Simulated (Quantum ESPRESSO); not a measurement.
AgAu6Mo, finding a planted mistake in a log

A calculation, not a measurement. The program is pw.x of Quantum ESPRESSO 7.5 (plane-wave density functional theory). The cell is made up: eight metal atoms on a face-centred cubic lattice, with elements, volume, strain and displacements drawn at random and not relaxed, so it may be unstable or far from any real phase. PseudoDojo standard norm-conserving files set the functional (PBE unless stated); there is no spin polarisation or spin-orbit coupling, the Fermi-Dirac width of 0.25 eV means electrons at about 2900 K, and the masses in the input are unused placeholders. Heavy elements are run without spin-orbit coupling, which real alloys of them have. A spin test at this wide smearing found no moment, but such smearing suppresses magnetism that the real alloy may have.

Intended input:

```
&control calculation='scf', pseudo_dir='./dojo.nc.sr.pbe.v0_5.standard.upf', outdir='./o', disk_io='minimal', tprnfor=.true., tstress=.true. /
&system ibrav=0, nat=8, ntyp=3, nbnd=83, ecutwfc=82.02448710, nosym=.true., tot_charge=0,
 occupations='smearing', smearing='fd', degauss=0.0183746611
/
&electrons conv_thr=1.470e-08, electron_maxstep=70, mixing_beta=0.5 /
ATOMIC_SPECIES
Ag 1.0 Ag.upf
Au 1.0 Au.upf
Mo 1.0 Mo.upf
CELL_PARAMETERS angstrom
0.0 -2.0704 -2.0704
0.0 4.1409 -4.1409
8.2818 0.0 0.0
ATOMIC_POSITIONS angstrom
Ag 0.0399 0.0063 0.0948
Au 4.3819 0.0772 0.0115
Au 0.0517 2.0343 -2.1123
Au 4.2659 2.3305 -1.939
Au 1.9998 -0.054 -2.3034
Au 6.0365 -0.059 -2.104
Au 1.8555 2.0148 -3.8668
Mo 6.0968 2.0939 -4.0
K_POINTS automatic
8 4 3 1 1 1
```

The log is shortened where brackets say so; the opening notice, blank lines, dates and the lines on written files are dropped, and the path of the files is cut. It prints rydbergs, bohrs and kilobars, and counts compression as positive stress. Its total energy is the free energy E - TS of the whole cell.

Log of the intended run:

```
     Program PWSCF v.7.5
     Parallel version (MPI & OpenMP), running on       4 processor cores
     Number of MPI processes:                 4
     Threads/MPI process:                     1
     [start-up lines left out]
     bravais-lattice index     =            0
     lattice parameter (alat)  =       5.5331  a.u.
     unit-cell volume          =     958.2975 (a.u.)^3
     number of atoms/cell      =            8
     number of atomic types    =            3
     number of electrons       =       147.00
     number of Kohn-Sham states=           83
     kinetic-energy cutoff     =      82.0245  Ry
     charge density cutoff     =     328.0979  Ry
     scf convergence threshold =      1.5E-08
     mixing beta               =       0.5000
     number of iterations used =            8  plain     mixing
     Exchange-correlation= PBE
                           (   1   4   3   4   0   0   0)
     [axes and pseudopotential details left out]
   Cartesian axes
     site n.     atom                  positions (alat units)
         1        Ag     tau(   1) = (   0.0136271   0.0021516   0.0323772  )
         2        Au     tau(   2) = (   1.4965568   0.0263662   0.0039276  )
         3        Au     tau(   3) = (   0.0176572   0.6947775  -0.7214170  )
         4        Au     tau(   4) = (   1.4569392   0.7959391  -0.6622295  )
         5        Au     tau(   5) = (   0.6829947  -0.0184427  -0.7866836  )
         6        Au     tau(   6) = (   2.0616548  -0.0201504  -0.7185822  )
         7        Au     tau(   7) = (   0.6337117   0.6881176  -1.3206339  )
         8        Mo     tau(   8) = (   2.0822491   0.7151328  -1.3661259  )
     number of k points=    48  Fermi-Dirac smearing, width (Ry)=  0.0184
                       cart. coord. in units 2pi/alat
        k(    1) = (   0.0589241  -0.0000011  -0.0883873), wk =   0.0416667
        k(    2) = (  -0.1767724  -0.0000011  -0.0883873), wk =   0.0416667
     [further k points left out]
     Dense  grid:    96119 G-vectors     FFT dimensions: (  32,  64,  96)
     Estimated max dynamical RAM per process >     361.93 MB
     Estimated total dynamical RAM >       1.35 GB
     Initial potential from superposition of free atoms
     starting charge     146.9974, renormalised to     147.0000
     Starting wfcs are   80 randomized atomic wfcs +    3 random wfcs
     total cpu time spent up to now is        5.7 secs
     per-process dynamical memory:   283.8 Mb
     Self-consistent Calculation
     iteration #  1     ecut=    82.02 Ry     beta= 0.50
     Davidson diagonalization with overlap
     ethr =  1.00E-02,  avg # of iterations =  3.0
     Threshold (ethr) on eigenvalues was too large:
     Diagonalizing with lowered threshold
     Davidson diagonalization with overlap
     ethr =  5.91E-04,  avg # of iterations =  1.0
     total cpu time spent up to now is       30.6 secs
     total energy              =   -2228.48246330 Ry
     estimated scf accuracy    <       0.89528287 Ry
     iteration #  2     ecut=    82.02 Ry     beta= 0.50
     Davidson diagonalization with overlap
     ethr =  6.09E-04,  avg # of iterations =  3.3
     total cpu time spent up to now is       44.9 secs
     total energy              =   -2228.04824755 Ry
     estimated scf accuracy    <       6.57824909 Ry
     [iterations 3 to 12 left out]
     iteration # 13     ecut=    82.02 Ry     beta= 0.50
     Davidson diagonalization with overlap
     ethr =  4.23E-11,  avg # of iterations =  2.0
     total cpu time spent up to now is      181.9 secs
     total energy              =   -2228.80987617 Ry
     estimated scf accuracy    <       0.00000010 Ry
     iteration # 14     ecut=    82.02 Ry     beta= 0.50
     Davidson diagonalization with overlap
     ethr =  4.23E-11,  avg # of iterations =  2.0
     total cpu time spent up to now is      193.1 secs
     End of self-consistent calculation
     [lines on levels left out]
!    total energy              =   -2228.80987617 Ry
     estimated scf accuracy    <       0.00000001 Ry
     smearing contrib. (-TS)   =      -0.07165699 Ry
     internal energy E=F+TS    =   -2228.73821918 Ry
     The total energy is F=E-TS. E is the sum of the following terms:
     one-electron contribution =    -722.07453429 Ry
     hartree contribution      =     440.77580965 Ry
     xc contribution           =    -379.67455673 Ry
     ewald contribution        =   -1567.76493781 Ry
     convergence has been achieved in  14 iterations
     Forces acting on atoms (cartesian axes, Ry/au):
     atom    1 type  1   force =    -0.02610585    0.00991725   -0.01233534
     atom    2 type  2   force =    -0.09841794   -0.04536906    0.02404953
     atom    3 type  2   force =    -0.13715888   -0.00964315    0.04070848
     atom    4 type  2   force =    -0.07443723   -0.01902812   -0.03770446
     atom    5 type  2   force =     0.04286762   -0.05751452    0.07457961
     atom    6 type  2   force =     0.12573926    0.03688674    0.00952392
     atom    7 type  2   force =     0.09818663    0.06749414   -0.09628184
     atom    8 type  3   force =     0.06932638    0.01725671   -0.00253990
     Total force =     0.312551     Total SCF correction =     0.001390
     Computing stress (Cartesian axis) and pressure
          total   stress  (Ry/bohr**3)                   (kbar)     P=       91.96
   0.00069909   0.00025132  -0.00010529          102.84       36.97      -15.49
   0.00025132   0.00062636  -0.00024102           36.97       92.14      -35.46
  -0.00010529  -0.00024102   0.00055002          -15.49      -35.46       80.91
     init_run     :      5.43s CPU      5.58s WALL (       1 calls)
     electrons    :    184.15s CPU    187.47s WALL (       1 calls)
     forces       :      1.78s CPU      1.78s WALL (       1 calls)
     stress       :      6.23s CPU      6.24s WALL (       1 calls)
     [timing details left out]
     PWSCF        :   3m17.65s CPU   3m21.19s WALL
     JOB DONE.
```

A second run was made from an input with one planted mistake. Its log:

```
     Program PWSCF v.7.5
     Parallel version (MPI & OpenMP), running on       4 processor cores
     Number of MPI processes:                 4
     Threads/MPI process:                     1
     [start-up lines left out]
     bravais-lattice index     =            0
     lattice parameter (alat)  =       5.5331  a.u.
     unit-cell volume          =     958.2975 (a.u.)^3
     number of atoms/cell      =            8
     number of atomic types    =            4
     number of electrons       =       131.00
     number of Kohn-Sham states=           75
     kinetic-energy cutoff     =      82.0245  Ry
     charge density cutoff     =     328.0979  Ry
     scf convergence threshold =      1.5E-08
     mixing beta               =       0.5000
     number of iterations used =            8  plain     mixing
     Exchange-correlation= PBE
                           (   1   4   3   4   0   0   0)
     [axes and pseudopotential details left out]
   Cartesian axes
     site n.     atom                  positions (alat units)
         1        Ag     tau(   1) = (   0.0136271   0.0021516   0.0323772  )
         2        Au     tau(   2) = (   1.4965568   0.0263662   0.0039276  )
         3        Au     tau(   3) = (   0.0176572   0.6947775  -0.7214170  )
         4        Au     tau(   4) = (   1.4569392   0.7959391  -0.6622295  )
         5        Au     tau(   5) = (   0.6829947  -0.0184427  -0.7866836  )
         6        Al     tau(   6) = (   2.0616548  -0.0201504  -0.7185822  )
         7        Au     tau(   7) = (   0.6337117   0.6881176  -1.3206339  )
         8        Mo     tau(   8) = (   2.0822491   0.7151328  -1.3661259  )
     number of k points=    48  Fermi-Dirac smearing, width (Ry)=  0.0184
                       cart. coord. in units 2pi/alat
        k(    1) = (   0.0589241  -0.0000011  -0.0883873), wk =   0.0416667
        k(    2) = (  -0.1767724  -0.0000011  -0.0883873), wk =   0.0416667
     [further k points left out]
     Dense  grid:    96119 G-vectors     FFT dimensions: (  32,  64,  96)
     Estimated max dynamical RAM per process >     341.08 MB
     Estimated total dynamical RAM >       1.26 GB
     Initial potential from superposition of free atoms
     starting charge     130.9951, renormalised to     131.0000
     Starting wfcs are   74 randomized atomic wfcs +    1 random wfcs
     total cpu time spent up to now is        5.0 secs
     per-process dynamical memory:   264.7 Mb
     Self-consistent Calculation
     iteration #  1     ecut=    82.02 Ry     beta= 0.50
     Davidson diagonalization with overlap
     ethr =  1.00E-02,  avg # of iterations =  3.0
     total cpu time spent up to now is       17.0 secs
     total energy              =   -1936.50808880 Ry
     estimated scf accuracy    <       1.34237672 Ry
     iteration #  2     ecut=    82.02 Ry     beta= 0.50
     Davidson diagonalization with overlap
     ethr =  1.02E-03,  avg # of iterations =  4.4
     total cpu time spent up to now is       30.3 secs
     total energy              =   -1935.79753909 Ry
     estimated scf accuracy    <      13.84010427 Ry
     [iterations 3 to 13 left out]
     iteration # 14     ecut=    82.02 Ry     beta= 0.50
     Davidson diagonalization with overlap
     ethr =  7.41E-11,  avg # of iterations =  2.0
     total cpu time spent up to now is      172.2 secs
     total energy              =   -1937.13015782 Ry
     estimated scf accuracy    <       0.00000010 Ry
     iteration # 15     ecut=    82.02 Ry     beta= 0.50
     Davidson diagonalization with overlap
     ethr =  7.41E-11,  avg # of iterations =  1.2
     total cpu time spent up to now is      182.2 secs
     End of self-consistent calculation
     [lines on levels left out]
!    total energy              =   -1937.13015783 Ry
     estimated scf accuracy    <          5.1E-09 Ry
     smearing contrib. (-TS)   =      -0.06691345 Ry
     internal energy E=F+TS    =   -1937.06324437 Ry
     The total energy is F=E-TS. E is the sum of the following terms:
     one-electron contribution =    -797.92599037 Ry
     hartree contribution      =     463.65137661 Ry
     xc contribution           =    -329.64063056 Ry
     ewald contribution        =   -1273.14800005 Ry
     convergence has been achieved in  15 iterations
     Forces acting on atoms (cartesian axes, Ry/au):
     atom    1 type  1   force =    -0.02963869    0.01237137   -0.01300211
     atom    2 type  3   force =    -0.03977431    0.00358555   -0.01038297
     atom    3 type  3   force =    -0.14521823   -0.01517438    0.04633814
     atom    4 type  3   force =    -0.04299153   -0.03773110   -0.00336170
     atom    5 type  3   force =     0.04376199   -0.05706387    0.07517682
     atom    6 type  2   force =     0.03716557    0.01227655    0.00369395
     atom    7 type  3   force =     0.09741098    0.06708305   -0.09850984
     atom    8 type  4   force =     0.07928423    0.01465282    0.00004771
     Total force =     0.268728     Total SCF correction =     0.000499
     Computing stress (Cartesian axis) and pressure
          total   stress  (Ry/bohr**3)                   (kbar)     P=       51.33
   0.00042774   0.00015613  -0.00010749           62.92       22.97      -15.81
   0.00015613   0.00035275  -0.00008643           22.97       51.89      -12.71
  -0.00010749  -0.00008643   0.00026634          -15.81      -12.71       39.18
     init_run     :      4.74s CPU      4.88s WALL (       1 calls)
     electrons    :    174.28s CPU    177.30s WALL (       1 calls)
     forces       :      1.77s CPU      1.79s WALL (       1 calls)
     stress       :      6.06s CPU      6.17s WALL (       1 calls)
     [timing details left out]
     PWSCF        :   3m 6.92s CPU   3m10.28s WALL
     JOB DONE.
```

Question: the log repeats what the program read. Compare it with the intended run: what was wrong in the second input?

Answer: one atom is of a wrong element. The input lines that differ:

```
- &system ibrav=0, nat=8, ntyp=3, nbnd=83, ecutwfc=82.02448710, nosym=.true., tot_charge=0,
+ &system ibrav=0, nat=8, ntyp=4, nbnd=75, ecutwfc=82.02448710, nosym=.true., tot_charge=0,
+ Al 1.0 Al.upf
- Au 6.0365 -0.059 -2.104
+ Al 6.0365 -0.059 -2.104
```

```
                                            intended run  run with the mistake
                          free energy (eV)    -30324.503            -26355.998
         entropy term -TS, part of it (eV)        -0.975                -0.910
                            pressure (GPa)          9.20                  5.13
size of the largest force component (eV/Å)         3.526                 3.734
largest change of a force component (eV/Å)                               2.277
                                iterations            14                    15
```

For scale, a rerun of the intended cell at a higher cutoff and on a denser mesh moved values by no more than 0.013 eV in energy, 0.15 GPa in stress and 0.020 eV/Å in force, and a second program with other atomic files agreed on that cell to 2 % rms in force and 0.5 GPa in pressure. Files of another functional or element have another zero of energy, so the energy change says nothing on stability. The number of bands, nbnd, was set by rule from the electron count, so it follows the mistake.